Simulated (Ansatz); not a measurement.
Ansatz input

```yaml
crystal:
  lattice:
    - [2.5446247065, 0.0, 0.0]
    - [-1.2723123532, 2.2037096389, 0.0]
    - [0.0, 0.0, 9.206169231]
  atoms:
    - { symbol: V, position: [1.0, 1.0, 0.0] }
    - { symbol: V, position: [1.0, 0.0, 0.5] }
    - { symbol: V, position: [0.3333333333, 0.6666666667, 0.25] }
    - { symbol: V, position: [0.6666666667, 0.3333333333, 0.75] }
hamiltonian:
  xc: lda
  pseudopotentials:
    kind: paw
    azcp:
      V: "pseudopotentials/V.paw.azcp"
basis:
  ecutwfc: 420
  fft_grid_basis: typed
kpoints:
  mp_grid: { grid: [19, 19, 5], shift: [0, 0, 0] }
magnetization:
  spin_polarized: false
scf:
  occupations: { method: fermi_dirac, width: 0.1 }
```

Output

```
Warning: the record states the generating functional pbe (its physics header spells it `PBE`), which answers neither for hamiltonian.xc's functional nor for the lda family's — results may be inconsistent (PPs are generated against a specific XC)
Engine: ansatz 0.2.0, x86_64-unknown-linux-gnu
Pseudopotentials: kind: paw
Pseudopotential: V, paw, valence charge 13, recommended cutoff 420 eV (normal) 
Functional definition: SPW92
  exchange = slater_x
  correlation = pw_c
Crystal: 4 atoms, lattice volume = 51.625 Å³
Basis set: ecut = 420 eV, 1021 PW (Γ)
Bands: 32, of which v1, the nominal top of the filled ones, is band 26 counted from 1 (25 counted from 0)
Symmetry: 24 space group operations
Space group: P63/mmc (ITA 194), of the structure as read, at distance tolerance 3.7e-5 Å
k-points: 120 of 1805
Non-local potential: V, projectors of the file, l = 0: 3, l = 1: 2, l = 2: 3, l = 3: 1
PAW form: soft (Blöchl's): semilocal exchange-correlation on the pseudo side does not see the compensation charge
PAW frozen core: V, regenerated for the run's functional, and the local potential with it (the file was generated under x = pbe(κ = 0.804, μ = 0.2195149727645171), c = pbe(β = 0.06672455060314922))
PAW one-centre angular grid: V, 590 points (default); XC on 64 Gauss nodes
Initial density: superposition of atomic densities (neutral atoms: chi_scale 0, normalization atom), corrected by the library's trained network
Initial wavefunctions: pseudopotential atomic-orbital guess
Functional: x = slater, c = lda
SCF iter   1: F=—  HF=-11440.865401 eV  |F-HF|=—  |Δ(HF+E_count)|=         —  Δρ=9.03e-3  dr2=5.43e-2  ethr=1.77e-3  ⟨swp⟩=3.5  Hψ=26577  notcnv=0  defer=1
automatic band count: the SCF goes on with 38 bands, as 32 were too few: the levels above may hold too much charge
SCF iter   2: F=—  HF=-11440.864354 eV  |F-HF|=—  |Δ(HF+E_count)|=   1.05e-3  Δρ=6.87e-3  dr2=3.95e-2  ethr=1.05e-4  ⟨swp⟩=1.0  Hψ=5520  notcnv=0  defer=2
SCF iter   3: F=—  HF=-11440.862429 eV  |F-HF|=—  |Δ(HF+E_count)|=   1.92e-3  Δρ=1.40e-3  dr2=1.67e-3  ethr=7.60e-5  ⟨swp⟩=1.0  Hψ=4477  notcnv=0  defer=2
SCF iter   4: F=—  HF=-11440.862332 eV  |F-HF|=—  |Δ(HF+E_count)|=   9.69e-5  Δρ=4.99e-4  dr2=8.80e-5  ethr=3.21e-6  ⟨swp⟩=2.0  Hψ=5419  notcnv=0  defer=2
SCF iter   5: F=—  HF=-11440.862301 eV  |F-HF|=—  |Δ(HF+E_count)|=   3.08e-5  Δρ=6.16e-5  dr2=2.92e-6  ethr=1.69e-7  ⟨swp⟩=2.8  Hψ=8537  notcnv=0  defer=2
SCF iter   6: F=—  HF=-11440.862301 eV  |F-HF|=—  |Δ(HF+E_count)|=   2.95e-7  Δρ=1.51e-5  dr2=3.03e-7  ethr=5.62e-9  ⟨swp⟩=2.5  Hψ=6847  notcnv=0  defer=2
SCF iter   7: F=-11440.862301 eV  HF=-11440.862301 eV  |F-HF|=4.05e-9  |Δ(HF+E_count)|=   5.58e-8  Δρ=3.94e-6  dr2=5.37e-9  ethr=1.92e-10  ⟨swp⟩=2.0  Hψ=8202  notcnv=0
SCF 1 converged in 7 iterations: F = -11440.862301 eV  dr2 = 5.37e-9
SCF converged after 7 iterations
Free energy (F): -11440.862301 eV
Harris-Foulkes:  -11440.862301 eV  (|F-HF|=4.05e-9)
Internal energy: -11440.660580 eV  (E = F + TS)
E sigma→0 (E₀):  -11440.761440 eV
Entropy (-TS):   -0.201721 eV (-50.430 meV/atom)
Fermi energy:    17.369891 eV
--- Per-component energies (eV) ---
  E_band       = -535.821603
  E_kinetic    = 1351.333442
  E_local      = -3497.174122  (includes V_loc(G=0)·N_el)
  E_nonlocal   = -160.608453
  E_hartree    = 1614.858095
  E_xc         = -519.177147
  E_vxc        = -661.945605  (∫ρ·V_xc dr)
  E_paw        = -4248.128027  (= ΣΔE_a)
  E_vpaw       = -797.139430  (= ΣTr[D̂ρ^β])
  E_aug_tail   = 0.000987  (compensation charges beyond the density's cutoff)
  E_ewald      = -5983.149953
  E_core_change = 1.384599  (= ΣΔE_core)
  E_smearing   = -0.201721  (= −TS)
  E_closure    = -0.000000  (closes the sum)
  Σ components = -11440.862301   (vs F -11440.862301, Δ=0.00e0)
```

Command:

```sh
ansatz run input.yaml --threads 2 --pin off --max-ram 5120MiB --backend cpu --events-out ev --progress --plain --runs-dir out
```

On 2 threads of AMD EPYC 9R45 96-Core Processor (Zen 5) (shared host) this took about 2.1 s of wall time and 4 s of CPU time.
